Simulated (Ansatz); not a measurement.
Polymorphs of Sb, each relaxed with plane-wave PAW PBEsol (Ansatz code):

A: body-centred tetragonal (I4/mmm), a = b = 3.1447 Å, c = 5.3523 Å, α = β = γ = 90.00°

B: diamond (Fd-3m), a = 6.8733 Å, b = 6.8733 Å, c = 6.8733 Å, α = 90.00°, β = 90.00°, γ = 90.00°

C: simple cubic (Pm-3m), a = b = c = 3.0606 Å, α = β = γ = 90.00°

D: I4_132, a = b = c = 7.979 Å, α = β = γ = 90.00°

Task: Rank these by energy per atom at 0 K (lowest first), as PBEsol gives it.

Result: C (+0 meV/atom), A (+240 meV/atom), B (+384 meV/atom), D (+818 meV/atom)

Typed or built starts, not in the databases checked: B; D. Not the usual ambient phase: A; B; C; D. Unstable at this level: A; B; D. All cells were relaxed under the symmetry of their starts (and spin orders); stability against distortions was not tested throughout. Scalar-relativistic: spin–orbit coupling is off unless named, which matters more the heavier the elements.

Energies hold the estimated change up to a 700 eV cutoff; steps of a few meV lie near the error of the meshes.

Potentials: the later of the program's two PAW sets.
